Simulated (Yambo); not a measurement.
G0W0@LDA for CdS (wurtzite, space group P6_3mc, No. 186) in Yambo. Reference settings: 3×3×2 Γ-centred k mesh, bands 9 to 195 and a 8 Ry block in the screening, 195 bands in G with the Bruneval-Gonze terminator, plasmon pole fitted at 27.2 eV. The LDA gap Γ → Γ on this mesh is 1.03 eV; G0W0 gaps are taken between the same points.

With and without the terminator, as bands are cut:

```
bands in G (in W)  gap, terminator (eV)  gap, none (eV)  valence shift, terminator (eV)  valence shift, none (eV)
-----------------  --------------------  --------------  ------------------------------  ------------------------
76 (195)                          2.324           2.161                          -0.768                    -0.302
127 (195)                         2.313           2.212                          -0.790                    -0.550
195 (195)                         2.312           2.261                          -0.795                    -0.680
```

Over this range the gap spans 0.012 eV with the terminator and 0.100 eV without, the valence shift 0.027 eV and 0.378 eV. Neither column has reached its limit for certain.

Spin-orbit coupling is not included.

Geometry relaxed with LDA; primitive cell a = b = 4.077 Å, c = 6.633 Å, α = β = 90.00°, γ = 120.00°.

A shift is the quasiparticle energy of the state minus its LDA energy.
